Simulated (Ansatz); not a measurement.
Polymorphs of InSb, each relaxed with r²SCAN (plane waves, PAW; program Ansatz):

A: NiAs type (P6_3/mmc)
a = b = 4.235 Å, c = 7.347 Å, α = β = 90.00°, γ = 120.00°

| atom | site | symmetry | x | y | z |
|---|---|---|---|---|---|
| In | 2a | -3m. | 0.0000 | 0.0000 | 0.0000 |
| Sb | 2c | -6m2 | 0.3333 | 0.6667 | 0.2500 |

B: P6_3mc
a = b = 4.630 Å, c = 15.186 Å, α = β = 90.00°, γ = 120.00°

| atom | site | symmetry | x | y | z |
|---|---|---|---|---|---|
| In | 2b | 3m. | 0.3333 | 0.6667 | 0.4999 |
| Sb | 2b | 3m. | 0.6667 | 0.3333 | 0.1877 |
| In | 2a | 3m. | 0.0000 | 0.0000 | 0.2503 |
| Sb | 2a | 3m. | 0.0000 | 0.0000 | 0.4371 |

C: P6_422
a = 4.638 Å, b = 4.638 Å, c = 10.182 Å, α = 90.00°, β = 90.00°, γ = 120.00°

```json
[
 {"atom": "In", "site": "3c", "symmetry": "222", "x": "0.5000", "y": "0.0000", "z": "0.0000"},
 {"atom": "Sb", "site": "3d", "symmetry": "222", "x": "0.5000", "y": "0.0000", "z": "0.5000"}
]
```

Problem. Rank these by energy per atom at 0 K (lowest first), as r²SCAN gives it.

Solution. B (+0 meV/atom), C (+124 meV/atom), A (+225 meV/atom)

Typed or built starts, not in the databases checked: A; B; C. Not the usual ambient phase: A; B; C. All cells were relaxed under the symmetry of their starts (and spin orders); stability against distortions was not tested throughout. Spin–orbit coupling is left out wherever it is not named.

Energies hold the estimated change up to a 700 eV cutoff; steps of a few meV lie near the error of the meshes.

Potentials: the earlier of the program's two PAW sets.
